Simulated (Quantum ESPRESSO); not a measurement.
Space group P4/mmm (No. 123); a = b = 3.701 Å, c = 6.433 Å, α = β = γ = 90.00°

```csv
atom,site,symmetry,x,y,z
F,2g,4mm,0.0000,0.0000,0.2770
F,2f,mmm.,0.0000,0.5000,0.0000
Al,1a,4/mmm,0.0000,0.0000,0.0000
Tl,1d,4/mmm,0.5000,0.5000,0.5000
```

Cell and atoms were relaxed with PBE+D3(BJ) from Materials Project entry mp-5606, within its symmetry.

**Question.** What does PBEsol (pw.x of Quantum ESPRESSO, ONCV potentials, with spin-orbit coupling) give for the electronic structure near the Fermi level?

**Answer.** The PBEsol gap is indirect, 3.95 eV, from R to X; the smallest direct gap is 4.10 eV.
